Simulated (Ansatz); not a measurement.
**KLiF2 (ordering on rocksalt) under strain**

KLiF2, ordered on the rocksalt lattice (R-3m) with 4 atoms a cell, relaxed with r2SCAN in Ansatz 0.2.0. Space group R-3m (No. 166), trigonal; conventional cell a = 3.245 Å, c = 16.947 Å, 12.88 Å³ an atom. Li is surrounded by 6 F at 2.17 Å; K is surrounded by 6 F at 2.55 Å; F is surrounded by 3 Li at 2.17 Å and 3 K at 2.55 Å.

The axes x, y and z are those of this cell:
```xyz
4
Lattice="1.6223 0.9366 5.6489 -1.6223 0.9366 5.6489 0.0000 -1.8733 5.6489" Properties=species:S:1:pos:R:3 pbc="T T T"
Li    1.6223    0.9366    5.6489
K     0.0000    0.0000    8.4733
F     0.0000    0.0000    4.5578
F     0.0000    0.0000   12.3889
```

Unstrained: PBE gives a direct gap of 6.699 eV at Γ. r2SCAN gives a direct gap of 7.447 eV at Γ. The HSE06 gap is direct at Γ: 8.773 eV. Meshes: PBE 10×10×10, r2SCAN 10×10×10, HSE06 6×6×6. Strains are changes of length per length. After each strain the atoms were relaxed again with r2SCAN within the symmetry that the strain leaves, so tilts or polar shifts that break it weren't tested; points keep the names that they have in the unstrained zone. These are computed values for a spin-unpolarised cell that may be hypothetical; none is a measurement.

Changes of the least gap in eV (an overlap counts as a negative gap):
```json
{"strain": "isotropic -4.31 % on every length", "volume change (%)": "-12.4", "space group": "R-3m", "PBE": "+0.590", "r2SCAN": "+0.607", "HSE06": "+0.644", "energy rise, r2SCAN (meV/atom)": "37.6"}
{"strain": "uniaxial +4.86 % along z", "volume change (%)": "+4.9", "space group": "R-3m", "PBE": "-0.253", "r2SCAN": "-0.244", "HSE06": "-0.270", "energy rise, r2SCAN (meV/atom)": "9.9"}
```

Isotropic -4.31 % on every length. HSE06: the gap goes from 8.773 to 9.417 eV (+0.644 eV). Stress change with r2SCAN, compression positive: xx +7.67, yy +7.67, zz +10.12 GPa. For HSE06, dE_g/d ln V = -4.9 eV over this step.

Uniaxial +4.86 % along z, other directions held. HSE06: the gap goes from 8.773 to 8.503 eV (-0.270 eV). Stress change with r2SCAN, compression positive: xx -1.07, yy -1.07, zz -5.01 GPa.
